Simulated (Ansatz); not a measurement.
A geometry of BaTiO₃ away from equilibrium: step 4 of the relaxation of a relaxed BaTiO3 cell displaced along its unstable phonon at q = (0, 0, ½) of its primitive reciprocal cell (117i cm⁻¹), largest move 0.15 Å. Method: PBE (plane waves to 420 eV, PAW, scalar-relativistic; Ansatz, a quantum-chemistry and plane-wave program). Γ-centred k-mesh 6×6×3 on the run's cell (coarser than for final values), Fermi–Dirac smearing 0.05 eV. The plane waves were selected for a different cell earlier on the path.

```
BaTiO3
1.0
    4.00522     0.00000     0.00000
    0.00000     3.99298     0.00000
    0.00000     0.00000     8.09762
Ba Ti O
2 2 6
Cartesian
  2.00261   1.99543   2.01676
  2.00261   1.99755   6.06556
  0.00000   0.00731   0.03185
  0.00000  -0.00731   4.08066
  0.00000   2.00664   3.99066
  0.00000   1.98635   8.03947
  0.00000  -0.00057   1.92964
  0.00000   0.00057   5.97845
  2.00261   0.00660   3.98710
  2.00261  -0.00660   8.03591
```

Problem. Give the Cartesian forces on all atoms (eV/Å).

Solution. 
```
atom    Fx     Fy     Fz
----  ----  -----  -----
Ba1   0.00   0.01  -0.03
Ba2   0.00  -0.01  -0.03
Ti3   0.00   0.05   0.31
Ti4   0.00  -0.05   0.31
O5    0.00   0.01  -0.05
O6    0.00  -0.01  -0.05
O7    0.00   0.00  -0.20
O8    0.00   0.00  -0.20
O9    0.00   0.00  -0.03
O10   0.00   0.00  -0.03
```

The path ends in Pmc2₁ (No. 26). No spin polarisation in the result.

The run could not lose the symmetry of its start: the end is stationary, and may be a saddle point rather than a minimum.

Of the parent cell (P4mm (No. 99)): The first start was generated by placing the elements on the sites of a structure type. A measured structure of BaTiO3 has the same space group, P4mm (No. 99); the sites were not compared with it.

The end of the path is a generated cell of BaTiO3: the first start was made by placing the elements on the sites of a structure type, and the end was not matched to a known phase here, so it may be hypothetical. Known forms of BaTiO3 include space group No. 99, 221.
